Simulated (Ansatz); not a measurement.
NbSi2 in space group P6_222 (No. 180; Nb on 3c, Si on 6i) under volume change, the program Ansatz at the r²SCAN level (PAW), shape and atoms relaxed at each volume.

```tsv
V (Å³/atom)	E − E(relaxed) (meV/atom)	P (GPa)
13.250	79.2	21.04
13.686	33.3	12.89
14.123	7.9	5.93
14.560	0.0	0.00
14.997	7.1	-5.05
15.434	26.8	-9.33
15.870	57.4	-12.97
```

Q: What does a third-order Birch–Murnaghan fit give for V₀, B₀ and B′?

A: V₀ = 14.56 Å³/atom, B₀ = 182 GPa, B′ = 4.4.

The r²SCAN relaxation kept the symmetry of its start. The run is not spin-polarised.

Potentials: the later of the program's two PAW sets.
